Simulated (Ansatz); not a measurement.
AlP:
```
CELL_PARAMETERS angstrom
      0.00000     2.71687     2.71687
      2.71687     0.00000     2.71687
      2.71687     2.71687     0.00000
ATOMIC_POSITIONS crystal
  P  0.75000 0.75000 0.75000
  Al 0.00000 0.00000 0.00000
```

Relaxed with LDA. Special points in fractions of this cell's reciprocal vectors: Γ (0.000, 0.000, 0.000); X (0.500, 0.000, 0.500); U (0.625, 0.250, 0.625); K (0.375, 0.375, 0.750); L (0.500, 0.500, 0.500); W (0.500, 0.250, 0.750).

Task: List the band energies nearest the valence-band maximum at these points for DFT-LDA in the program Ansatz with PAW potentials.

Result: In eV from the valence-band maximum; about four levels below and three above (degenerate sets whole), none deeper than 8.9 eV; points with the same levels are listed once.

```
k              below                  above
-  -----------------  ---------------------
Γ     0.00 0.00 0.00    3.23 4.50 4.50 4.50
X  -5.40 -2.14 -2.14  1.42 2.33 11.00 11.00
U  -5.11 -3.52 -1.77         2.29 5.02 8.41
L  -5.64 -0.77 -0.77         2.72 4.73 4.73
W  -4.99 -3.26 -2.90         4.22 5.91 6.02
```

Space group F-43m (zinc blende). Symmetry was held in the LDA relaxation; phonons on a q-mesh show no instability.

Potentials: the later of the program's two PAW sets.
